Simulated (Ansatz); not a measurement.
Space group I4/mcm (No. 140). a = 4.261 Å, b = 4.261 Å, c = 4.911 Å, α = 90.00°, β = 90.00°, γ = 90.00°
```csv
atom,site,symmetry,x,y,z
V,4a,422,0.0000,0.0000,0.2500
N,8h,m.2m,0.6143,0.1143,0.0000
```

Equation of state of this VN2 structure (not necessarily the ground state), with shape and atoms relaxed at each volume where symmetry leaves them free. It has no gap at any of these volumes. Level of theory: DFT PBEsol, scalar-relativistic, plane waves, PAW (Ansatz).

Settings: cutoff 420 eV, Γ-centred mesh 12×12×12 on the computed 6-atom cell, Gaussian smearing of 0.10 eV; no spin polarisation.

```
V (Å³/atom) E − E(largest V) (meV/atom) P (GPa)
      6.983                         6.33    24.38
      7.206                       -18.08    11.18
      7.428                       -25.58     0.02
      7.651                       -18.81    -9.41
      7.874                         0.00   -17.34
```

Q: Fit a third-order Birch–Murnaghan equation to E(V).

A: V0 = 7.43 Å³/atom, B0 = 341 GPa, B0' = 4.7.